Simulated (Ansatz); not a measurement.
The start is a relaxed TaSi2 cell, doubled along one cell vector, shaken by Gaussian noise of σ = 0.08 Å a coordinate. The structure is fully relaxed (lattice and positions, P = 0) with PBE (plane waves to 420 eV, PAW, scalar-relativistic; Ansatz, a quantum-chemistry and plane-wave program). First-step values are on the input's coarse k-mesh.

Ansatz input (later rounds restart from its end on a renewed k-mesh):
Ansatz 0.2 input:
```yaml
crystal:
  lattice:
    - [7.0557960284, 0, 0]
    - [0, 3.5278980142, 0]
    - [0, 0, 4.683212454]
  atoms:
    - { symbol: Si, position: [0.0001165148, 0.0385860805, 0.5194530194] }
    - { symbol: Si, position: [0.482844782, -0.0060698616, 0.5040362596] }
    - { symbol: Si, position: [0.017716391, 0.0132629322, 0.0251721196] }
    - { symbol: Si, position: [0.497703161, -0.0189805275, 0.0097977377] }
    - { symbol: Ta, position: [0.263350606, 0.5416399413, 0.0095901988] }
    - { symbol: Ta, position: [0.7519179807, 0.4852776178, -0.0075880379] }
basis: { ecutwfc: 420, ecutrho_ratio: 4, xc_grid: 2, fft_grid_basis: typed }
kpoints: { mp_grid: { grid: [4, 7, 5] } }
hamiltonian:
  xc: pbe
  dispersion: none
  pseudopotentials: { kind: paw }
scf: { occupations: { method: fermi_dirac, width: 0.05 } }
relax: { f_tol: 0.01, max_steps: 100, cell: { stress_tol: 0.02 } }
output: { forces: true, stress: true }
```

Question: Which atoms feel the largest initial force, and how large is it?

Answer: About 3.4 eV/Å, on Si4 (atoms numbered as listed).

Question: By how much does the energy per atom fall from start to end?

Answer: 0.93 eV/atom.

Question: How does the volume change?

Answer: -12.6 %, from 19.43 to 16.98 Å³/atom.

Question: How do the shortest distances between atoms change?

Answer: The closest pairs of elements (up to four, under 3.6 Å), start → end: Si–Ta 2.27 → 2.71 Å; Si–Si 2.32 → 2.34 Å; Ta–Ta 3.45 → 2.78 Å.

Question: Is the relaxed structure metallic? Give its gap.

Answer: Zero (metallic).

Question: Write out the relaxed structure.

Answer: 
Space group Pmmm (No. 47); a = 2.783 Å, b = 3.218 Å, c = 5.689 Å, α = β = γ = 90.00°

```
atom  site  symmetry       x       y       z
----  ----  --------  ------  ------  ------
Si      2r       mm2  0.0000  0.5000  0.2946
Ta      1b       mmm  0.5000  0.0000  0.0000
```

Final values are on a 17×14×8 k-mesh of the relaxed cell. No spin polarisation in the result. The relaxed primitive cell holds an odd number of electrons. A magnetic state may lie lower.

The relaxed structure here is a generated cell of TaSi2: the first start was made by a random draw of sites in a space group, and the end was not matched to a known phase here, so it may be hypothetical. Known forms of TaSi2 include space group No. 181.
